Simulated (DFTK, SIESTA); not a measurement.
This is a calculation of HPbNO4 for DFTK 0.8.2. The cell comes from a database or a generator and needn't be the stable form of this composition.

run.jl

```julia
using DFTK
using PseudoPotentialData
using Unitful, UnitfulAtomic
using LinearAlgebra, Printf
include("save.jl")
setup_threading()

# lattice vectors are the columns
lattice = austrip(1u"Å") * [       6.85876            0.0       -3.37519;
                      0.0        4.22865            0.0;
                 -0.01491            0.0        7.28194]
symbols   = [:H, :H, :Pb, :Pb, :N, :N, :O, :O, :O, :O, :O, :O, :O, :O]
positions = [[0.22549, 0.75, 0.5073],
             [0.77451, 0.25, 0.4927],
             [0.30229, 0.25, 0.28494],
             [0.69771, 0.75, 0.71506],
             [0.21484, 0.75, 0.83567],
             [0.78516, 0.25, 0.16433],
             [0.33078, 0.75, 0.45338],
             [0.40909, 0.75, 0.86901],
             [0.15508, 0.75, 0.96537],
             [0.07083, 0.75, 0.66955],
             [0.66922, 0.25, 0.54661],
             [0.59091, 0.25, 0.13099],
             [0.84492, 0.25, 0.03463],
             [0.92917, 0.25, 0.33045]]
pseudopotentials = PseudoFamily("dojo.nc.sr.pbe.v0_4_1.standard.upf")
elements = Dict(s => ElementPsp(s, pseudopotentials) for s in unique(symbols))
atoms    = [elements[s] for s in symbols]

build_model(lattice, positions; symmetries=true) =
    model_DFT(lattice, atoms, positions;
              functionals=PBE(),
              temperature=austrip(0.05u"eV"),
              smearing=Smearing.FermiDirac(),
              symmetries)
Ecut  = 42.0  # hartree
kgrid = [5, 6, 4]
tol   = 1e-6
to_GPa = ustrip(uconvert(u"GPa", 1u"hartree/bohr^3"))

model = build_model(lattice, positions)
basis = PlaneWaveBasis(model; Ecut, kgrid)
display(basis)
scfres = self_consistent_field(basis;
                               tol,
                               nbandsalg=AdaptiveBands(model; n_bands_converge=55))
display(scfres.energies)
@printf "Fermi level: %.6f eV\n" ustrip(auconvert(u"eV", something(scfres.εF, NaN)))
forces = compute_forces_cart(scfres)
println("Forces (eV/Å)")
for (s, f) in zip(symbols, forces)
    @printf "%-3s %12.6f %12.6f %12.6f\n" s ustrip.(auconvert.(u"eV/Å", f))...
end
stress = compute_stresses_cart(scfres)
println("Stress (GPa)")
display(round.(stress * to_GPa; digits=4))
println("Levels at the first k-point (eV): ", round.(ustrip.(auconvert.(u"eV", scfres.eigenvalues[1][1:scfres.n_bands_converge])); digits=4))
save_scf!(scfres; forces, stress)
```

Potentials or basis: dojo.nc.sr.pbe.v0_4_1.standard.upf (PBE).

The run is started by

```bash
$ julia --threads=4 run.jl  # save.jl only writes the numbers to a file and isn't shown; printed stress counts tension as positive; times include loading and compiling
```

Task: What does the same run look like in SIESTA 5.4.2? Potentials or basis there: files PseudoDojo sr-pbe-0.4.1-standard, DZP (energy shift 0.003 Ry; two zetas on semicore shells).

Result: As run (cutoffs and basis follow the program's own potentials, and thresholds, step limits or extra output files can differ):

File HPbNO4.fdf:

```
SystemName                      HPbNO4
SystemLabel                     HPbNO4
NumberOfSpecies                 4
NumberOfAtoms                   14
%block ChemicalSpeciesLabel
  1   1 H
  2  82 Pb
  3   7 N
  4   8 O
%endblock ChemicalSpeciesLabel

LatticeConstant                 1.0 Ang
%block LatticeVectors
     6.8587600000     0.0000000000    -0.0149100000
     0.0000000000     4.2286500000     0.0000000000
    -3.3751900000     0.0000000000     7.2819400000
%endblock LatticeVectors
AtomicCoordinatesFormat         Fractional
%block AtomicCoordinatesAndAtomicSpecies
     0.2254900000     0.7500000000     0.5073000000  1  H
     0.7745100000     0.2500000000     0.4927000000  1  H
     0.3022900000     0.2500000000     0.2849400000  2  Pb
     0.6977100000     0.7500000000     0.7150600000  2  Pb
     0.2148400000     0.7500000000     0.8356700000  3  N
     0.7851600000     0.2500000000     0.1643300000  3  N
     0.3307800000     0.7500000000     0.4533800000  4  O
     0.4090900000     0.7500000000     0.8690100000  4  O
     0.1550800000     0.7500000000     0.9653700000  4  O
     0.0708300000     0.7500000000     0.6695500000  4  O
     0.6692200000     0.2500000000     0.5466100000  4  O
     0.5909100000     0.2500000000     0.1309900000  4  O
     0.8449200000     0.2500000000     0.0346300000  4  O
     0.9291700000     0.2500000000     0.3304500000  4  O
%endblock AtomicCoordinatesAndAtomicSpecies

%block kgrid.MonkhorstPack
    5   0   0  0.0
    0   6   0  0.0
    0   0   4  0.0
%endblock kgrid.MonkhorstPack
XC.Functional                   GGA
XC.Authors                      PBE
PAO.BasisSize                   DZP
PAO.EnergyShift                 0.003 Ry
Mesh.Cutoff                     800 Ry
OccupationFunction              FD
ElectronicTemperature           0.05 eV
MaxSCFIterations                120
SCF.MustConverge                false
SCF.Mixer.Method                Pulay
SCF.Mixer.Weight                0.25
SCF.Mixer.History               8
SCF.DM.Tolerance                5.0e-05
SCF.H.Tolerance                 1.0e-03 eV
WriteForces                     true
Charge.Mulliken                 end
Charge.Hirshfeld                end
Charge.Voronoi                  end
SaveRho                         true
SaveElectrostaticPotential      true
%block PAO.Basis
  Pb 4
  n=6 0 2
    6.167 0.000
  n=6 1 2
    8.915 0.000
  n=5 2 2
    4.155 0.000
  n=6 2 1
    8.915
%endblock PAO.Basis
Diag.ParallelOverK              true
```

Potentials or basis: PseudoDojo 0.4 standard (PBE files), converted to PSML, two zetas on semicore shells, DZP (energy shift 0.003 Ry; two zetas on semicore shells).

Run with:

```sh
$ mpirun -n 4 siesta HPbNO4.fdf > HPbNO4.out 2>&1
```

Both were run:

|  | DFTK | SIESTA |
| --- | --- | --- |
| Pressure | 0.0 GPa | 2.6 GPa |

Pressure is positive in compression.
